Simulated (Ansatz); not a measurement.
Below is a relaxed structure of Eu₂BeAs₂. The cell was found from a structure generator's guess, not taken from experiment.

Method: DFT PBE, scalar-relativistic, plane waves, PAW (Ansatz). Cutoff 420 eV, Γ-centred mesh, Gaussian smearing, collinear spin.

```yaml
crystal:
  lattice:
    - [4.65117, 0.00000, 0.00000]
    - [-2.32559, 4.02803, 0.00000]
    - [0.00000, 0.00000, 9.35872]
  atoms:
    - { symbol: Eu, position: [0.00000, 0.00000, 0.81736] }
    - { symbol: Eu, position: [0.00000, 0.00000, 0.18264] }
    - { symbol: Be, position: [0.00000, 0.00000, 0.50000] }
    - { symbol: As, position: [0.33333, 0.66667, 0.00000] }
    - { symbol: As, position: [0.66667, 0.33333, 0.00000] }
```

Energies over the elements count from the elements' standard structures at the same level, with no fitted energy shifts.

Question: Find its symmetry and describe it.

Answer: P6/mmm (No. 191). Conventional cell: a = 4.651 Å, c = 9.359 Å. Around Eu lie 1 Be at 2.97 Å, 6 As at 3.18 Å and 1 Eu at 3.42 Å; Be is surrounded by 2 Eu at 2.97 Å; around As lie 3 As at 2.69 Å and 6 Eu at 3.18 Å.

Question: What is its formation energy per atom?

Answer: +0.16 eV/atom. A positive value: parting into the elements would lower its energy.

Question: Is it a metal?

Answer: Yes, bands cross the Fermi level on the 12×12×4 mesh.

Question: Which magnetic moments does it keep?

Answer: 0.00 μB per atom net, the space between the atoms included; by site: Eu -6.8, 6.8 μB.

The last run used collinear spin, a 12×12×4 mesh (in the run's order of axes) for its 5-atom cell and Gaussian smearing of 0.10 eV. The reference form of As is held partly by dispersion forces, which this level lacks. The 4f shell of Eu is treated without a Hubbard U, which places its levels poorly. The magnetic state reached may not be the lowest. A structure relaxed within its symmetry needn't be a true minimum. Another cell of Eu2BeAs2 relaxed alike, in P4/mmm, lies 0.67 eV/atom lower, so this cell isn't the stable form at this level.
